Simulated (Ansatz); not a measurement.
# InGaP$_{2}$: computed property card

InGaP₂:
```xyz
4
Lattice="1.9820 1.1443 6.5041 -1.9820 1.1443 6.5041 0.0000 -2.2886 6.5041" Properties=species:S:1:pos:R:3 pbc="T T T"
In     0.0000     0.0000     9.7414
Ga     0.0000     0.0000    19.5120
P      0.0000     0.0000    17.1842
P      0.0000     0.0000     7.2216
```

Space group R3m (No. 160); conventional cell a = b = 3.9640 Å, c = 19.5123 Å, α = β = 90.00°, γ = 120.00°.

Method: DFT-LDA in the program Ansatz with PAW potentials. Geometry: relaxed at this level of theory. Other levels are named where they apply.

Cell and energy:

```
Property                                                       Value
-----------------------------------------------------  -------------
Volume per atom                                             22.13 Å³
Density                                                   4.62 g/cm³
Formation energy from the elements (no fitted shifts)  -0.28 eV/atom
```

Electronic structure:

```
Quantity                                                                         Value
--------------------------------------------  ----------------------------------------
Band gap                                                              0.68 eV (direct)
Valence-band maximum                                                              at Γ
Conduction-band minimum                                                           at Γ
Electron effective mass                       0.073, 0.073, 0.12 mₑ (principal values)
Hole effective mass, band 1 of 2 at the edge           0.57 along x, 0.96 along z (mₑ)
Hole effective mass, band 2 of 2 at the edge          0.063 along x, 0.96 along z (mₑ)
```

Mechanics:

```
Quantity                                                                                                                    Result
-----------------------------------------------------------  ---------------------------------------------------------------------
Bulk modulus (Birch–Murnaghan fit)                                                                                        77.8 GPa
Pressure derivative B′                                                                                                         4.5
Elastic constants (relaxed ions, GPa)                        C11 = 138, C12 = 48.4, C13 = 42.9, C14 = -12.1, C33 = 158, C44 = 37.3
Mechanical stability                                                                        stable (all eigenvalues of C positive)
Hill bulk and shear moduli                                                                                       78.0 and 41.9 GPa
Young's modulus                                                                                                            107 GPa
Poisson's ratio                                                                                                               0.27
Debye temperature from the elastic constants                                                                                 355 K
Piezoelectric stress constants (proper, relaxed ions, C/m²)                 e15 = e24 = -0.02, e16 = e21 = e33 = 0.07, e22 = -0.07
```

Phonons:

```
Quantity                                                            Result
--------------------------------------------------  ----------------------
Highest zone-centre frequency (without LO–TO term)                360 cm⁻¹
Zone-centre stability                               no imaginary mode at Γ
```

The first step of the workflow began from a Materials Project structure, measured or hypothetical; the Crystallography Open Database copy checked does not list it. With In and Ga taken as one species the cell has the higher symmetry F-43m, so it may be an ordered model of a mixed-site phase. Its standing as an ambient phase is unchecked. The LDA relaxation kept the symmetry of its start. Signs of piezoelectric constants follow the polarity of the cell as given. The references are the lowest solids computed at this level, not always the standard phases. Scalar-relativistic: spin–orbit coupling is off unless named, which matters more the heavier the elements.

Potentials: the later of the program's two PAW sets.
